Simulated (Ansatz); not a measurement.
Values for one crystal, relaxed and computed with the program Ansatz at the LDA level (PAW); other levels are named.

- Volume per atom = 21.60 Å³
- Electronic character = metallic (no gap)
- Bulk modulus (Birch–Murnaghan fit) = 38.3 GPa
- Pressure derivative B′ = 4.1
- Density of states at the Fermi level = 0.42 states/eV per atom (mean over ±0.08 eV)
- Elastic constants (relaxed ions, GPa) = C11 = 37.6, C12 = 39.2, C44 = 32.3
- Mechanical stability = unstable (C has a negative eigenvalue)

Question: Which of these materials gives this?
A. Ag, bcc (W type)
B. Be, bcc (W type)
C. Mg, bcc (W type)
D. Pd, bcc (W type)

Answer: C, Mg, bcc (W type)

Space group Im-3m (bcc (W type)). The first step of the workflow began from a Materials Project structure, measured or hypothetical; the Crystallography Open Database copy checked does not list it. It is not the phase usual at ambient conditions (space group No. 194). The cell was relaxed with LDA under the symmetry of its start. As this level gives no gap, shear constants depend on the k-mesh and smearing (Fermi–Dirac, 0.1 eV here).

Potentials: the later of the program's two PAW sets.
